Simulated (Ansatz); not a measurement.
GaSb (NiAs type, P6_3/mmc) under volume change, PBEsol in the plane-wave PAW code Ansatz, shape and atoms relaxed at each volume.

| V (Å³/atom) | E − E(relaxed) (meV/atom) | P (GPa) |
|---|---|---|
| 21.098 | … | … |
| 21.794 | 18.2 | 4.45 |
| 22.489 | … | … |
| 23.185 | 0.0 | 0.00 |
| 23.881 | 3.8 | -1.72 |
| 24.576 | 14.5 | -3.17 |
| 25.272 | 31.0 | -4.39 |

Fill in the missing entries.


- 22.489, E − E(relaxed) (meV/atom): 4.3
- 22.489, P (GPa): 2.04
- 21.098, E − E(relaxed) (meV/atom): 43.6
- 21.098, P (GPa): 7.31

What does a third-order Birch–Murnaghan fit give for V₀, B₀ and B′?

V₀ = 23.19 Å³/atom, B₀ = 62.2 GPa, B′ = 4.6.

The start of the workflow was typed in or built on a structure type; neither database checked (COD, Materials Project) lists it. It is not the phase usual at ambient conditions (space group No. 216). Symmetry was held in the PBEsol relaxation; of distortions, only those at the zone centre were tested. Scalar-relativistic: spin–orbit coupling is off unless named, which matters more the heavier the elements.

Potentials: the later of the program's two PAW sets.
